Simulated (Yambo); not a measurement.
```xyz
9
Lattice="5.4754 0.0000 0.0000 -2.7377 4.7419 0.0000 0.0000 0.0000 4.1885" Properties=species:S:1:pos:R:3 pbc="T T T"
H      2.7377     3.0676     3.2052
H      0.0000     1.6743     0.9832
H      1.4500     0.8371     3.2052
H      1.2878     3.9047     0.9832
H      4.0255     0.8371     3.2052
H     -1.2878     3.9047     0.9832
Mg     0.0000     0.0000     0.0000
Sr     2.7377     1.5806     1.1038
Sr     0.0000     3.1612     3.0847
```

Sr2MgH6 (space group P-3m1, No. 164): mean Im ε in 1 eV windows above the direct gap of 4.69 eV, for different electron-hole kernels (Yambo, broadening 0.15 eV, LDA (Quantum ESPRESSO, PseudoDojo norm-conserving, 84 Ry, scalar-relativistic) bands; 6×6×6 mesh, 6 valence and 10 conduction bands, static screening with 58 bands and a 3 Ry block, scissor 1.85 eV, Tamm-Dancoff; field along x).

| window (eV) | independent quasiparticles | RPA (no attraction) | BSE |
|---|---|---|---|
| 4.7 to 5.7 | 1.5 | 1.1 | 10 |
| 5.7 to 6.7 | 7.3 | 5.4 | 9.1 |
| 6.7 to 7.7 | 8.2 | 7.4 | 4.3 |
| 7.7 to 8.7 | 5.4 | 5.9 | 2.3 |

This run doesn't resolve bound excitons or single peaks, so only averages are given, and they too depend on the mesh; weight that the attraction moves below the gap isn't listed. All transitions below 9.25 eV are in the band window. The scissor comes from a G0W0 run whose convergence isn't established.

Geometry of the Materials Project entry, not relaxed at this level.

The structure is a Materials Project entry; no match was found in the copy of COD used, and its stability was not checked.
